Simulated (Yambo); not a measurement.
**RbO: sweep of GW parameters**

G0W0@PBEsol for RbO (space group Immm, No. 71) in Yambo. Reference settings: 4×4×4 Γ-centred k mesh, 126 bands and a 7 Ry block in the screening, 126 bands in G with the Bruneval-Gonze terminator, plasmon pole fitted at 27.2 eV. The PBEsol gap Γ → Γ on this mesh is 1.96 eV; G0W0 gaps are taken between the same points.

| change from the reference | G0W0 gap Γ → Γ (eV) | shift of the valence edge (eV) |
|---|---|---|
| reference settings | 3.83 | -1.24 |
| 31 bands in W, 31 bands in G | 4.13 | -1.03 |
| 98 bands in W, 98 bands in G | 3.82 | -1.20 |
| 31 bands in W, 31 bands in G, 4 Ry block | 4.15 | -1.07 |
| 31 bands in W, 31 bands in G, 3 Ry block | 4.34 | -1.30 |
| 48 bands in W, 48 bands in G, 4 Ry block | 3.87 | -1.10 |
| 70 bands in W, 70 bands in G, 6 Ry block | 3.81 | -1.13 |
| 98 bands in W, 98 bands in G, 3 Ry block | 3.88 | -1.36 |
| 6 Ry block | 3.80 | -1.22 |
| 4 Ry block | 3.76 | -1.22 |
| 2 Ry block | 3.95 | -1.48 |
| 2×2×2 mesh | 3.83 | -1.20 |
| 31 bands in W, 31 bands in G, no terminator | 3.95 | -0.63 |
| 48 bands in W, 48 bands in G, 3 Ry block, no terminator | 3.95 | -1.10 |
| 48 bands in W, 48 bands in G, no terminator | 3.68 | -0.71 |

The reference isn't shown to be the converged limit. The mesh misses a band edge: along a dense path the PBEsol gap is 1.81 eV against 1.96 eV on the mesh.

Geometry relaxed with PBEsol; primitive cell a = b = c = 5.039 Å, α = 131.28°, β = 107.93°, γ = 91.86°.

A shift is the quasiparticle energy of the state minus its PBEsol energy.
